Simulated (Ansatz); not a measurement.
# Mg2Fe6Si4Au, a known structure type with other elements, at an estimated volume

```yaml
crystal:
  lattice:
    - [3.95534, 0.00000, 0.00000]
    - [-1.97767, 3.42542, 0.00000]
    - [-1.97767, 1.14181, 15.82347]
  atoms:
    - { symbol: Au, position: [0.00000, 0.00000, 0.00000] }
    - { symbol: Mg, position: [0.43427, 0.56573, 0.30291] }
    - { symbol: Mg, position: [0.56573, 0.43427, 0.69709] }
    - { symbol: Si, position: [0.13500, 0.86500, 0.40500] }
    - { symbol: Si, position: [0.86500, 0.13500, 0.59500] }
    - { symbol: Si, position: [0.73423, 0.26577, 0.20259] }
    - { symbol: Si, position: [0.26577, 0.73423, 0.79741] }
    - { symbol: Fe, position: [0.68283, 0.31717, 0.04839] }
    - { symbol: Fe, position: [0.31717, 0.68283, 0.95161] }
    - { symbol: Fe, position: [0.05170, 0.94830, 0.15510] }
    - { symbol: Fe, position: [0.94830, 0.05170, 0.84490] }
    - { symbol: Fe, position: [0.81459, 0.18541, 0.44367] }
    - { symbol: Fe, position: [0.18541, 0.81459, 0.55633] }
```

The numbers come from plane-wave PAW DFT (Ansatz): r2SCAN, no spin polarisation, 500 eV, 7×7×7 Γ-centred k points, fermi-dirac occupations (width 0.1 eV). Nothing was relaxed.

Problem. Where is the largest force?

Solution. The largest is on Si6 (and as large on other atoms): 2.04 eV/Å, components (0.00, 0.00, -2.04). It makes 72° with the line to a nearest neighbour, Fe10 at 2.40 Å.

Problem. Is the cell too large or too small?

Solution. The pressure is -10.0 GPa (compression positive), so with the atoms held at these fractions the cell would first shrink; the forces are large, so a full relaxation may end otherwise.

Problem. What do density and ELF say about some of the short contacts?

Solution. Au–Fe at 2.41 Å: least valence density 0.54 e/Å³ and ELF 0.28 there. Fe–Fe at 2.75 Å: least valence density 0.27 e/Å³ and ELF 0.35 there. Mg–Si at 2.78 Å: least valence density 0.13 e/Å³ and ELF 0.07 there. Si–Fe at 2.36 Å is left out, since its least density falls inside a PAW sphere. These are pseudo-fields; inside the PAW spheres they differ from the all-electron ones.

Problem. What is the formation energy?

Solution. 0.79 eV an atom against the elements' usual phases (free molecules for gases, crystals otherwise, with no correction for O₂ or N₂), so at this geometry it isn't bound against them. Relaxing would lower it.

Problem. Metal or insulator?

Solution. It is a metal, with about 21 states/eV a cell as the mean within 0.25 eV of the Fermi level, mostly Fe d (84 %).

Origin: a known structure type with other elements, at an estimated volume, so it need not be a known compound. Caveats: no spin polarisation, so a magnetic state may lie lower; atoms or cell far from equilibrium.

Run time, from a saved density: 92 s on 1 thread of Intel(R) Xeon(R) 6975P-C (Granite Rapids), with other jobs on the host, peak memory 1.4 GiB. The time holds forces, stress, DOS, ELF.
